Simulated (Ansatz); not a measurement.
**Pd₂PtSe₆: rattling a relaxed structure**

The cell was found from a structure generator's guess, not taken from experiment.

Computed with DFT PBE, scalar-relativistic, plane waves, PAW (Ansatz 0.2.0). Cutoff 420 eV; k points 12×12×4 on the computed 9-atom cell (Γ-centred); Gaussian smearing, width 0.10 eV; no spin polarisation.

The cell below (9 atoms, space group P-3m1 (No. 164)) is relaxed within its symmetry.

```
Pd Pt Se
1.0
     3.79656    0.00000    0.00000
    -1.89828    3.28791    0.00000
     0.00000    0.00000   15.18707
Pd Pt Se
2 1 6
Direct
  0.00000 0.00000 0.33692
  0.00000 0.00000 0.66308
  0.00000 0.00000 0.00000
  0.33333 0.66667 0.08488
  0.33333 0.66667 0.42200
  0.33333 0.66667 0.74759
  0.66667 0.33333 0.25241
  0.66667 0.33333 0.57799
  0.66667 0.33333 0.91512
```

For the test it was strained at random (σ = 1.5 % a component), the atoms were moved at random (σ = 0.15 Å), and all was relaxed again on a coarse 6×6×2 mesh (in the run’s order of axes) with 0.20 eV smearing, with no symmetry imposed.

No dispersion correction is applied, so the spacing and binding between layers, chains or molecules are poorly described. These runs have no spin–orbit coupling, which can matter for Pt.

Question: Does it come back?

Answer: It returns, within 1 meV/atom of the unmoved cell on that mesh and with the same symmetry when read at 0.1 Å (C2/m at 0.01 Å, so small strains and shifts remain). No instability shows in this cell; modes of other wave vectors, which need another repeat, aren't tested.
